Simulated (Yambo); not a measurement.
G0W0@PBEsol for RbPbF3 (cubic perovskite, space group Pm-3m, No. 221) in Yambo. Reference settings: 2×2×2 Γ-centred k mesh, 167 bands and a 7 Ry block in the screening, 167 bands in G with the Bruneval-Gonze terminator, plasmon pole fitted at 27.2 eV. The PBEsol gap R → R on this mesh is 3.00 eV; G0W0 gaps are taken between the same points.

Gap (R → R) in eV against the number of bands and the screening block, terminator on:

```csv
bands (W and G),2 Ry,3 Ry,4 Ry,6 Ry,7 Ry
43,5.700,5.527,5.454,5.384,5.363
65,5.453,5.283,5.223,5.180,5.171
93,5.377,5.205,5.151,5.125,5.123
129,5.332,5.151,5.098,5.082,5.083
167,5.310,5.124,5.071,5.055,5.057
```

Rough cost of the Yambo step against the reference (shared machines):

```csv
bands (W and G),2 Ry,3 Ry,4 Ry,6 Ry,7 Ry
43,1/5,1/4,1/3,1/3,1/3
65,1/3,1/2,1/2,1/2,1/2
93,1/2,1/2,~1,~1,~1
129,~1,~1,1/2,~1,~1
167,~1,~1,~1,~1,1
```

At the largest block the last step in bands moves the gap by -0.026 eV; at the most bands the last step in the block moves it by 0.002 eV.

Spin-orbit coupling is left out; with 6p states at a band edge it can lower the gap by many tenths of an eV, most of a small gap. The cell is held in this high symmetry; tilts and polar distortions were not searched.

The standard potential for Pb keeps a d shell in the valence without the s and p states of that shell. In tests on such compounds this moved G0W0 gaps by up to about 0.9 eV, so absolute quasiparticle energies here are unreliable; differences between settings are what counts.

Geometry of the Materials Project entry, not relaxed at this level; primitive cell a = 4.862 Å, b = 4.862 Å, c = 4.862 Å, α = 90.00°, β = 90.00°, γ = 90.00°.

The structure is a Materials Project entry; no match was found in the copy of COD used, and its stability was not checked.
